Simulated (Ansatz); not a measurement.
Na:
```yaml
crystal:
  lattice:
    - [3.77482, 0.00000, 0.00000]
    - [-1.88741, 3.26909, 0.00000]
    - [0.00000, 0.00000, 6.10201]
  atoms:
    - { symbol: Na, position: [0.33333, 0.66667, 0.25000] }
    - { symbol: Na, position: [0.66667, 0.33333, 0.75000] }
```

Relaxed with r²SCAN+D4. Special points in fractions of this cell's reciprocal vectors: Γ (0.000, 0.000, 0.000); M (0.500, 0.000, 0.000); K (0.333, 0.333, 0.000); A (0.000, 0.000, 0.500); L (0.500, 0.000, 0.500); H (0.333, 0.333, 0.500).

Problem. List the band energies nearest the Fermi level at these points for plane-wave PAW r²SCAN+D4 (Ansatz code).

Solution. In eV from the Fermi level; about four levels below and three above (degenerate sets whole), none deeper than 8.9 eV; … stands for higher levels left out; points with the same levels are listed once.

```tsv
k	below	above
Γ	-3.46	0.56 1.23 10.59 10.59
M	–	0.18 0.43 4.08
K	–	1.28 1.62 1.62
A	-2.35 -2.35	6.06 6.06 …
L	–	1.05 1.05 1.75 1.75
H	–	2.15 2.15 2.31 2.31
```

Space group P6_3/mmc (hcp (Mg type)). The workflow started from a Materials Project entry (that database holds measured and hypothetical structures alike); the Crystallography Open Database files this formula in space group No. 194, but the cells were not matched. It is not the phase usual at ambient conditions (space group No. 229). The cell keeps a stress of up to 0.2 GPa. Symmetry was held in the r²SCAN+D4 relaxation; whether a distortion lowers the energy is not shown. The pairwise dispersion correction was not fitted to metals.

Potentials: the later of the program's two PAW sets.
